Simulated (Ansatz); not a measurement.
Theory: Ansatz 0.2.0, DFT PBE, scalar-relativistic, plane waves, PAW. Settings: cutoff 420 eV, Γ-centred meshes spaced at most about 0.3 Å⁻¹, and about 0.25 Å⁻¹ or finer for metals (2π included), Gaussian smearing. No spin polarisation in the final relaxations.

Temperature and zero-point effects are left out.

Two relaxed structures of GeP4:

A.

```
Ge P
1.0
     6.16810    0.00000    0.00000
     0.00000    6.16810    0.00000
     0.00000    0.00000    4.79916
Ge P
2 8
Direct
  0.50000 0.50000 0.00000
  0.00000 0.00000 0.00000
  0.62796 0.87204 0.31867
  0.87204 0.37204 0.31867
  0.12796 0.37204 0.68133
  0.87204 0.62796 0.68133
  0.62796 0.12796 0.68133
  0.37204 0.87204 0.68133
  0.37204 0.12796 0.31867
  0.12796 0.62796 0.31867
```

B.

```
Ge P
1.0
     4.53690    0.00000    0.00000
    -2.26845    3.92907    0.00000
     0.00000    0.00000    4.79893
Ge P
1 4
Direct
  0.00000 0.00000 0.00000
  0.33333 0.66667 0.00000
  0.66667 0.33333 0.00000
  0.33333 0.66667 0.50000
  0.66667 0.33333 0.50000
```

Question: Which would you expect to be lower, and how large is the difference?

Answer: A is lower, by 155 meV/atom. A has space group P4/nbm (No. 125), 18.3 Å³/atom and no gap on its mesh; B has space group P6/mmm (No. 191), 17.1 Å³/atom and no gap. Counting P atoms around Ge (those within 1.25 times the shortest such distance or 1.15 times the sum of covalent radii; the shortest distance is added where it is long for a bond), A has Ge 8 from 2.9 Å and B has Ge 6. A holds P–P units of three or more atoms (shortest 2.23 Å); B holds P–P chains (shortest 2.40 Å). The lower one is the more open, so pressure narrows the difference. Even the lower one lies +0.34 eV/atom against the reference forms of the elements (uncorrected), so neither is stable at this level. Both come from invented guesses.

Cells relaxed within their symmetry can be saddle points.
